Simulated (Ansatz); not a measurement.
Input:

Y:
```xyz
1
Lattice="-1.9863 1.9863 1.9863 1.9863 -1.9863 1.9863 1.9863 1.9863 -1.9863" Properties=species:S:1:pos:R:3 pbc="T T T"
Y      0.0000     0.0000     0.0000
```

This is the PBEsol-relaxed structure.

### Question
All from PBEsol in the plane-wave PAW code Ansatz, unless another level is named. Predict the bulk modulus (Birch–Murnaghan fit).

### Answer
40.9 GPa.

### Question
Next, the elastic constants (relaxed ions, GPa)?

### Answer
C11 = 23.6, C12 = 49.1, C44 = 23.2.

Space group Im-3m (bcc (W type)). The start of the workflow was typed in or built on a structure type; neither database checked (COD, Materials Project) lists it. It is not the phase usual at ambient conditions (space group No. 194). The cell was relaxed with PBEsol under the symmetry of its start. At this level the phase is dynamically unstable (imaginary phonons). No spin polarisation was allowed. As this level gives no gap, shear constants depend on the k-mesh and smearing (Fermi–Dirac, 0.1 eV here).

Potentials: the later of the program's two PAW sets.
